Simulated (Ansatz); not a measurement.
A plane-wave DFT run in Ansatz 0.2.0 (scalar-relativistic PAW potentials unless the input names others): input and command.

```yaml
crystal:
  lattice:
    - [0.0, 4.0321480898, 4.0321480898]
    - [4.0321480898, 0.0, 4.0321480898]
    - [4.0321480898, 4.0321480898, 0.0]
  atoms:
    - { symbol: Hf, position: [0.125, 0.125, 0.125] }
    - { symbol: Hf, position: [0.625, 0.125, 0.125] }
    - { symbol: Hf, position: [0.125, 0.125, 0.625] }
    - { symbol: Hf, position: [0.125, 0.625, 0.125] }
    - { symbol: Ti, position: [0.5, 0.5, 0.5] }
    - { symbol: Ti, position: [0.75, 0.75, 0.75] }
kpoints:
  mp_grid: { grid: [8, 8, 8] }
hamiltonian:
  xc: pbe
scf:
  occupations: { method: gaussian, width: 0.1 }
output:
  forces: true
  eigenvalues: true
  stress: true
relax:
  adjacent_minimum: "off"
  f_tol: 0.01
  max_steps: 80
  cell: { stress_tol: 0.05 }
accuracy: high
```

```bash
ansatz run input.yaml --threads 1 --pin off --max-ram 2560MiB --backend cpu --events-out ev --progress --plain --runs-dir out
```

Abridged log:
```
Basis set: ecut = 420 eV, 2637 PW (Γ), exchange–correlation on 90×90×90 points (8 copies of the dense FFT grid, shifted against one another)
Bands: 77, of which v1, the nominal top of the filled ones, is band 64 counted from 1 (63 counted from 0)
Symmetry: 48 space group operations
k-points: 29 of 512
SCF iter   1: F=—  HF=-67881.430580 eV  |F-HF|=—  |Δ(HF+E_count)|=         —  Δρ=1.06e-2  dr2=4.58e-1  ethr=1.77e-3  ⟨swp⟩=3.9  Hψ=6405  notcnv=0
SCF iter   2: F=—  HF=-67881.410341 eV  |F-HF|=—  |Δ(HF+E_count)|=   2.02e-2  Δρ=5.09e-3  dr2=1.06e-1  ethr=3.57e-4  ⟨swp⟩=1.0  Hψ=2581  notcnv=0
SCF iter   3: F=—  HF=-67881.404270 eV  |F-HF|=—  |Δ(HF+E_count)|=   6.07e-3  Δρ=8.20e-4  dr2=6.17e-4  ethr=8.30e-5  ⟨swp⟩=1.4  Hψ=2183  notcnv=0
SCF iter   4: F=—  HF=-67881.404475 eV  |F-HF|=—  |Δ(HF+E_count)|=   2.05e-4  Δρ=2.15e-4  dr2=7.03e-5  ethr=4.82e-7  ⟨swp⟩=2.0  Hψ=3331  notcnv=0
SCF iter   5: F=—  HF=-67881.404548 eV  |F-HF|=—  |Δ(HF+E_count)|=   7.30e-5  Δρ=1.44e-4  dr2=2.39e-5  ethr=5.49e-8  ⟨swp⟩=3.2  Hψ=4402  notcnv=0
SCF iter   6: F=—  HF=-67881.404545 eV  |F-HF|=—  |Δ(HF+E_count)|=   3.45e-6  Δρ=4.92e-5  dr2=3.76e-6  ethr=1.87e-8  ⟨swp⟩=2.2  Hψ=4051  notcnv=0
SCF iter   7: F=—  HF=-67881.404543 eV  |F-HF|=—  |Δ(HF+E_count)|=   1.67e-6  Δρ=1.19e-5  dr2=1.40e-7  ethr=2.94e-9  ⟨swp⟩=2.0  Hψ=3995  notcnv=0
SCF iter   8: F=-67881.404543 eV  HF=-67881.404543 eV  |F-HF|=1.11e-8  |Δ(HF+E_count)|=   2.78e-8  Δρ=3.03e-6  dr2=1.80e-8  ethr=7.81e-11  ⟨swp⟩=9.4  Hψ=9792  notcnv=0
SCF 1 converged in 8 iterations: F = -67881.404543 eV  dr2 = 1.80e-8
relax step   1: F+E_penalty+E_count = -67881.40454287 eV  Δ(F+E_penalty+E_count) = +0.000e0 eV  max|allowed force component| = 1.927e-18 eV/Å  Δτ_max = 0.0000 Å  P = +0.211 GPa  Ω = 131.111 Å³  (8 SCF iters, dr2 threshold 1.00e-7 eV, accepted)
Crystal: 6 atoms, lattice volume = 131.714 Å³
Initial density: handed on by an earlier stage of this run
Initial wavefunctions: those handed on with the density
   ...
SCF iter   2: F=—  HF=-67881.404760 eV  |F-HF|=—  |Δ(HF+E_count)|=   1.68e-4  Δρ=2.16e-6  dr2=3.15e-9  ethr=5.36e-12  ⟨swp⟩=3.4  Hψ=5855  notcnv=0
SCF iter   3: F=—  HF=-67881.404760 eV  |F-HF|=—  |Δ(HF+E_count)|=  2.91e-10  Δρ=1.25e-6  dr2=1.17e-9  ethr=2.46e-12  ⟨swp⟩=2.0  Hψ=3045  notcnv=0
SCF iter   4: F=—  HF=-67881.404760 eV  |F-HF|=—  |Δ(HF+E_count)|=  1.31e-10  Δρ=2.22e-7  dr2=8.81e-11  ethr=1.00e-12  ⟨swp⟩=2.9  Hψ=4194  notcnv=0
SCF iter   5: F=-67881.404760 eV  HF=-67881.404760 eV  |F-HF|=1.46e-11  |Δ(HF+E_count)|=  4.37e-11  Δρ=1.15e-7  dr2=2.19e-11  ethr=1.00e-12  ⟨swp⟩=1.0  Hψ=2233  notcnv=0
SCF iter   6: F=-67881.404760 eV  HF=-67881.404760 eV  |F-HF|=1.46e-11  |Δ(HF+E_count)|=  1.46e-11  Δρ=2.10e-8  dr2=4.61e-13  ethr=1.00e-12  ⟨swp⟩=1.0  Hψ=2233  notcnv=0
SCF iter   7: F=-67881.404760 eV  HF=-67881.404760 eV  |F-HF|=2.91e-11  |Δ(HF+E_count)|=  1.46e-11  Δρ=8.64e-9  dr2=6.96e-14  ethr=1.00e-12  ⟨swp⟩=1.0  Hψ=2233  notcnv=0
SCF iter   8: F=-67881.404760 eV  HF=-67881.404760 eV  |F-HF|=4.37e-11  |Δ(HF+E_count)|=  1.46e-11  Δρ=3.43e-9  dr2=1.34e-14  ethr=1.00e-12  ⟨swp⟩=1.0  Hψ=2233  notcnv=0
SCF iter   9: F=-67881.404760 eV  HF=-67881.404760 eV  |F-HF|=1.46e-11  |Δ(HF+E_count)|=  1.46e-11  Δρ=1.14e-9  dr2=2.06e-15  ethr=1.00e-12  ⟨swp⟩=2.2  Hψ=5642  notcnv=0
SCF 4 converged in 9 iterations: F = -67881.404760 eV  dr2 = 2.06e-15
SCF converged after 9 iterations
Free energy (F): -67881.404760 eV
Harris-Foulkes:  -67881.404760 eV  (|F-HF|=1.46e-11)
Internal energy: -67881.271175 eV  (E = F + TS)
E sigma→0 (E₀):  -67881.337967 eV
Entropy (-TS):   -0.133585 eV (-22.264 meV/atom)
Fermi energy:    16.498867 eV
--- Forces (eV/Å), atoms counted from 1 ---
  atom   1  Hf     0.00000000     0.00000000     0.00000000
  atom   2  Hf     0.00000000     0.00000000     0.00000000
  atom   3  Hf     0.00000000     0.00000000     0.00000000
  atom   4  Hf     0.00000000     0.00000000     0.00000000
  atom   5  Ti     0.00000000     0.00000000     0.00000000
  atom   6  Ti     0.00000000     0.00000000     0.00000000
--- Stress (GPa, compression-positive) ---
       -0.000810       0.000000       0.000000
        0.000000      -0.000810       0.000000
        0.000000       0.000000      -0.000810
  P = ⅓ Tr σ = -0.0008 GPa (-0.008 kbar)
--- Relaxed structure (3 steps of the walk, 3 accepted, 1 SCFs on fresh bases) ---
  F+E_penalty+E_count = -67881.40475951 eV   max|allowed force component| = 9.830e-18 eV/Å   (the final SCF, on the basis selected at the relaxed cell)
  cell:  # Å, volume = 131.4332 Å³
    - [0.0, 4.03544725, 4.03544725]
    - [4.03544725, 0.0, 4.03544725]
    - [4.03544725, 4.03544725, 0.0]
  atoms:
    - { symbol: Hf, position: [0.125, 0.125, 0.125] }
    - { symbol: Hf, position: [0.625, 0.125, 0.125] }
    - { symbol: Hf, position: [0.125, 0.125, 0.625] }
    - { symbol: Hf, position: [0.125, 0.625, 0.125] }
    - { symbol: Ti, position: [0.5, 0.5, 0.5] }
    - { symbol: Ti, position: [0.75, 0.75, 0.75] }
```

Apart from outputs and empty bands, the input differs from a reference run on usual settings in accuracy: not typed → "high"; basis.ecutwfc: 420 → not typed. The reference, at the same start, ended its own course with a relaxed volume of 21.91 Å³/atom, pressure 0.00 GPa, largest force 0.000 eV/Å, no gap on the mesh. This run converged in 29 SCF iterations over all its steps (reference: 28) with an energy at zero smearing within 0.01 meV/atom of the reference's, a relaxed volume of 21.91 Å³/atom, pressure 0.00 GPa, largest force 0.000 eV/Å, no gap on the mesh.

It took 83 s on 1 thread of Arm Neoverse V1, on a shared host, peak memory 0.57 GiB.